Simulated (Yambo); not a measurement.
```xyz
2
Lattice="0.0000 3.1913 3.1913 3.1913 0.0000 3.1913 3.1913 3.1913 0.0000" Properties=species:S:1:pos:R:3 pbc="T T T"
H      3.1913     3.1913     3.1913
Cs     0.0000     0.0000     0.0000
```

CsH (rock salt, space group Fm-3m, No. 225): mean Im ε in 1 eV windows above the direct gap of 4.26 eV, for different electron-hole kernels (Yambo, broadening 0.15 eV, norm-conserving PBEsol (Quantum ESPRESSO, 72 Ry, with spin-orbit coupling) bands; 6×6×6 mesh, 2 valence and 12 conduction bands, static screening with 56 bands and a 4 Ry block, scissor 2.11 eV, Tamm-Dancoff; field along x).

```csv
window (eV),independent quasiparticles,RPA (no attraction),BSE
4.3 to 5.3,1.1,0.8,1.8
5.3 to 6.3,1.4,1.1,2.8
6.3 to 7.3,2.2,1.6,1.9
7.3 to 8.3,2.6,2.1,1.0
8.3 to 9.3,1.8,2.2,0.7
9.3 to 10.3,1.1,1.8,0.4
```

This run doesn't resolve bound excitons or single peaks, so only averages are given, and they too depend on the mesh; weight that the attraction moves below the gap isn't listed. All transitions below 11.69 eV are in the band window. The scissor comes from a G0W0 run whose convergence isn't established.

Geometry of the Materials Project entry, not relaxed at this level.
